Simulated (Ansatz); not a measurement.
Given:

LaSi$_{2}$Ag$_{2}$:
```
LaSi2Ag2
1.0
   -2.15590     2.15590     5.31923
    2.15590    -2.15590     5.31923
    2.15590     2.15590    -5.31923
Ag Si La
2 2 1
Direct
  0.75000   0.25000   0.50000
  0.25000   0.75000   0.50000
  0.38987   0.38987   0.00000
  0.61013   0.61013   0.00000
  0.00000   0.00000   0.00000
```

This is the r²SCAN-relaxed structure.

**Question.** All from plane-wave PAW r²SCAN (Ansatz code), unless another level is named. Predict the electronic character.

**Answer.** metallic (no gap).

**Question.** And the formation energy from the elements (no fitted shifts)?

**Answer.** -491 meV/atom.

**Question.** Give the density of states at the Fermi level.

**Answer.** 0.25 states/eV per atom (mean over ±0.08 eV).

Space group I4/mmm. The workflow started from an entry of the Crystallography Open Database (COD). Its standing as an ambient phase is unchecked. The cell was relaxed with r²SCAN under the symmetry of its start; whether a distortion lowers the energy is not shown. No spin polarisation was allowed. The references are the lowest solids computed at this level, not always the standard phases. Scalar-relativistic: spin–orbit coupling is off unless named, which matters more the heavier the elements.

Potentials: the later of the program's two PAW sets.
